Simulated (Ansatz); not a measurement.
NaI (rock salt, Fm-3m), plane-wave PAW PBEsol (Ansatz code). The conduction-band minimum lies at Γ, with 1 equivalent valley. Second derivatives d²E/dk² of the lowest band at one valley (eV·Å²), along Cartesian directions:

| direction | d²E/dk² |
|---|---|
| [100] | 29.63 |
| [010] | 29.63 |
| [001] | 29.63 |
| [110] | 29.62 |
| [101] | 29.62 |
| [011] | 29.62 |

Task: Find the principal effective masses, the density-of-states mass and the conductivity mass.

Result: Off-diagonal terms follow from H_xy = H[110] − (H_xx + H_yy)/2, and m*/mₑ = 7.620 eV·Å² over each eigenvalue: 0.26, 0.26, 0.26. One valley's DOS mass (m₁m₂m₃)^(1/3) = 0.26, conductivity mass 3/(Σ 1/mᵢ) = 0.26 mₑ.

Task: What effective density of states Nc follows at 300 K for parabolic valleys?

Result: Nc = 2.509e19 × 1 × (0.26)^(3/2) ≈ 3.3e18 cm⁻³.

The cell was relaxed with PBEsol under the symmetry of its start. Scalar-relativistic: spin–orbit coupling is off unless named, which matters more the heavier the elements.

Potentials: the later of the program's two PAW sets.

Edges and masses are those of Kohn–Sham bands, whose gap is no quasiparticle gap.
